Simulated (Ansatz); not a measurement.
A geometry of MgF2 away from equilibrium: step 2 of the relaxation of a relaxed MgF2 cell, doubled along one cell vector, shaken by Gaussian noise of σ = 0.08 Å a coordinate. Level of theory: PBEsol (plane waves to 420 eV, PAW, scalar-relativistic; Ansatz, a quantum-chemistry and plane-wave program). Γ-centred k-mesh 5×5×3 on the run's cell (coarser than for final values), Fermi–Dirac smearing 0.05 eV.

```xyz
12
Lattice="-0.0002 4.3084 4.3079 4.3072 0.0000 4.3077 8.6246 8.6267 -0.0103" Properties=species:S:1:pos:R:3 pbc="T T T"
F      0.9987     1.1995     1.0015
F      5.4717     5.3721     1.1433
F      1.1549     3.3155     3.2505
F      5.3873     7.4980     3.2178
F      3.1915     0.9738     3.1008
F      7.6255     5.4736     3.2264
F      3.2590     3.3255     1.1084
F      7.6422     7.4945     1.0085
Mg     2.0184     2.1468     2.1558
Mg     6.4604     6.4026     2.1076
Mg    -0.0307    -0.1027     0.0243
Mg     4.2624     4.3022     0.0081
```

Task: Predict the force on each atom, in eV/Å.

Result: 
```tsv
atom	Fx	Fy	Fz
F1	-0.65	-0.62	-0.44
F2	-1.55	-1.56	-1.63
F3	-0.09	-0.05	0.14
F4	-0.13	0.23	0.08
F5	-0.04	-0.16	0.32
F6	0.03	-0.05	0.00
F7	-1.10	-0.99	0.91
F8	-1.54	-1.55	1.53
Mg9	1.66	0.27	-0.23
Mg10	1.25	1.65	1.16
Mg11	0.87	2.37	-1.46
Mg12	1.29	0.45	-0.37
```

Task: What is the pressure?

Result: +0.7 GPa, compression positive.

No spin polarisation in the result.

The end of the path is a generated cell of MgF2: the first start was made by placing the elements on the sites of a structure type, and the end was not matched to a known phase here, so it may be hypothetical. Known forms of MgF2 include space group No. 136.
